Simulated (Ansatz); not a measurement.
Sr (fcc (Cu type)), relaxed with r²SCAN (Ansatz, a first-principles code, plane waves, PAW): a = 6.099 Å, b = 6.099 Å, c = 6.099 Å, α = 90.00°, β = 90.00°, γ = 90.00°.

```
Quantity      Result
------------  ------
K_Hill (GPa)    12.1
G_Hill (GPa)     6.0
Θ_D (K)          132
```

**Question.** The same phase is relaxed and computed with PBEsol in the same code. What are the cell and these values now?

**Answer.** a = 5.919 Å, b = 5.919 Å, c = 5.919 Å, α = 90.00°, β = 90.00°, γ = 90.00°.

* **K_Hill (GPa)**: 12.6
* **G_Hill (GPa)**: 6.5
* **Θ_D (K)**: 136

All cells were relaxed under the symmetry of their starts (and spin orders); stability against distortions was not tested throughout. Spin–orbit coupling is left out wherever it is not named.

Potentials: the earlier of the program's two PAW sets. The files were generated under PBE; for other functionals the program regenerates the frozen cores, and for LDA and PBEsol the local potential too.

Ansatz is a plane-wave DFT program.
